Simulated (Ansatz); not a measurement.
Elastic constants of SO: input and output

Computed with DFT PBE+D3(BJ), scalar-relativistic, plane waves, PAW (Ansatz).

It can be run as:
```bash
ansatz run input.yaml --threads 1 --pin off --backend cpu --events-out ev --progress --plain --runs-dir out  # memory cap (--max-ram) not shown
```

Input (bare energies are in eV):
```yaml
crystal:
  lattice:
    - [1.4218496617, 0.8209052849, 4.0717979346]
    - [-1.4218496617, 0.8209052849, 4.0717979346]
    - [0.0, -1.6418105699, 4.0717979346]
  atoms:
    - { symbol: S, position: [0.0609767933, 0.0609767933, 0.0609767933] }
    - { symbol: O, position: [0.9390232067, 0.9390232067, 0.9390232067] }
basis:
  ecutwfc: 420
kpoints:
  mp_grid: { grid: [18, 18, 18] }
hamiltonian:
  xc: pbe
  dispersion: d3bj
scf:
  occupations: { method: fermi_dirac, width: 0.15 }
output:
  forces: true
  stress: true
  eigenvalues: true
elastic:
  mode: clamped_ion
  amplitude: 0.005
```

From the output:
```
--- Elastic constants: 3 strain directions × 4 members + reference (group order 6) ---
  dense FFT box of the reference and of every strained cell: 30×30×30
  strains applied: 11, 33, 23; error gains: componentwise 1.00 (the most a stress slope's error grows in a printed constant), spectral 1.41 (1 for all six strains in a standard setting)
  pairwise dispersion correction: d3bj (s6 = 1.0, s8 = 0.7875, a1 = 0.4289, a2_bohr = 4.4407), with the weights of each atom's references fixed at the reference crystal's, and the forces and stress that the weights' published response gives ...
  C = ∂σ_k/∂η_j (tension-positive GPa; Voigt order 11 22 33 23 13 12):
        81.867     59.353    -16.614      0.911      0.000     -0.000
        59.353     81.867    -16.614     -0.911     -0.000     -0.000
       -16.596    -16.596    709.112     -0.000      0.000     -0.000
         0.916     -0.916     -0.000     45.589      0.000     -0.000
         0.000     -0.000     -0.000     -0.000     45.589      0.916
         0.000     -0.000     -0.000     -0.000      0.911     11.257
  reference stress σ⁰ (GPa):     -0.001     -0.001     -0.000     -0.000     -0.000      0.000
  C* (energy form; C + prestress term) asymmetry max|C*_kj − C*_jk| = 1.898e-2 GPa — a small one proves nothing (zero by symmetry where the batch's group is 432, −43m or m−3m); a large one is finite-difference/SCF noise where every solve ...
  moduli (Voigt/Reuss/Hill, GPa): K = 102.79/61.25/82.02   G = 76.93/21.92/49.43   E = 123.48   ν = 0.249
  mechanically stable: yes (min eigenvalue of sym C = 11.23 GPa)
  strain η (Voigt 11):  stress-route row diagonal C_11 = 81.87 GPa, energy-path curvature d²(F+E_count+ΔE)/dδ²/Ω₀ = 81.79 GPa
    cells at ±δ against ±2δ: C11 81.90 and 81.98 GPa, apart by 0.11 % of the column's largest entry
         δ    σ_11 (GPa) F (eV) n_scf n_hpsi n_pw
    -1.000e-2      -0.8685       -1468.1112098       7  335188    578
    -5.000e-3      -0.4226       -1468.1117887       4  280917    578
     5.000e-3       0.3964       -1468.1117978       4  284588    578
     1.000e-2       0.7712       -1468.1112826       7  319351    578
  strain η (Voigt 33):  stress-route row diagonal C_33 = 709.11 GPa, energy-path curvature d²(F+E_count+ΔE)/dδ²/Ω₀ = 709.13 GPa
    cells at ±δ against ±2δ: C33 709.33 and 709.99 GPa, apart by 0.09 % of the column's largest entry
         δ    σ_33 (GPa) F (eV) n_scf n_hpsi n_pw
    -1.000e-2      -7.4299       -1468.1054690       8  129956    569
    -5.000e-3      -3.6292       -1468.1103801       4  108972    578
     5.000e-3       3.4641       -1468.1104255       4  107139    578
     1.000e-2       6.7700       -1468.1058533       7  117787    578
  strain η (Voigt 23):  stress-route row diagonal C_44 = 45.59 GPa, energy-path curvature d²(F+E_count+ΔE)/dδ²/Ω₀ = 45.61 GPa
    cells at ±δ against ±2δ: C34 0.00 and -0.00 GPa, apart by 0.01 % of the column's largest entry
         δ    σ_23 (GPa) F (eV) n_scf n_hpsi n_pw
    -1.000e-2      -0.4550       -1468.1115711       8  345029    578
    -5.000e-3      -0.2277       -1468.1118756       4  281391    578
     5.000e-3       0.2281       -1468.1118713       3  269805    578
     1.000e-2       0.4567       -1468.1115714       7  319473    578
```

The cell was built by swapping an element in a database structure (itself possibly hypothetical) and relaxing; it need not be the stable form of this composition. In a metal, frequencies and elastic constants depend on the k mesh and the smearing, soft modes and shear constants most. Spin polarisation was left out, and a magnetic state may lie lower. A semilocal functional can close a gap that the real compound has.

The least eigenvalue is 11.2 GPa; in a metal on this mesh the verdict on stability isn't firm within about 20 GPa or a tenth of the bulk modulus.

Clamped-ion constants are upper bounds: once the atoms relax, a strain can turn out softer or unstable.